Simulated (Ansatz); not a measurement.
The relaxed structure here is a generated cell of ZrS2: the first start was made by placing the elements on the sites of a structure type, and the end was not matched to a known phase here, so it may be hypothetical. Known forms of ZrS2 include space group No. 164.

One stationary structure of ZrS2. Level of theory: PBEsol (plane waves to 420 eV, PAW, scalar-relativistic; Ansatz, a quantum-chemistry and plane-wave program).

```
CELL_PARAMETERS angstrom
      6.23956     0.00000     0.00000
      0.00000     6.23956     0.00000
      0.00000     0.00000     6.17353
ATOMIC_POSITIONS crystal
  Zr 0.00000 0.50000 0.00000
  Zr 0.50000 0.50000 0.50000
  Zr 0.00000 0.00000 0.50000
  Zr 0.50000 0.00000 0.00000
  S  0.21352 0.71352 0.26217
  S  0.78648 0.71352 0.73783
  S  0.78648 0.28648 0.26217
  S  0.21352 0.28648 0.73783
  S  0.28648 0.21352 0.26217
  S  0.71352 0.21352 0.73783
  S  0.71352 0.78648 0.26217
  S  0.28648 0.78648 0.73783
```

Question: Find the space group and the Wyckoff positions (tolerance 0.01 Å).

Answer: Space group P4/nbm, origin choice 1 (No. 125); a = 6.240 Å, b = 6.240 Å, c = 6.174 Å, α = 90.00°, β = 90.00°, γ = 90.00°

| atom | site | symmetry | x | y | z |
|---|---|---|---|---|---|
| Zr | 2c | -42m | 0.0000 | 0.5000 | 0.0000 |
| Zr | 2b | 422 | 0.5000 | 0.5000 | 0.5000 |
| S | 8m | ..m | 0.2865 | 0.2135 | 0.2622 |

Question: Give the shortest distances between elements (the closest pairs, up to four, under 3.6 Å).

Answer: S–Zr 2.48 Å; S–S 3.01 Å.

```json
{
 "volume_per_atom": "20.03 Å³",
 "band_gap": "0.63 eV, direct within 0.03 eV (at Γ) (no spin-orbit coupling)",
 "smallest_direct_gap": "0.66 eV at Γ"
}
```

No spin polarisation in the result.

The run could not lose the symmetry of its start: the end is stationary, and may be a saddle point rather than a minimum.

It was reached from a disturbed copy of a P4₂/nmc (No. 137) cell, against which it lies -6 meV/atom.
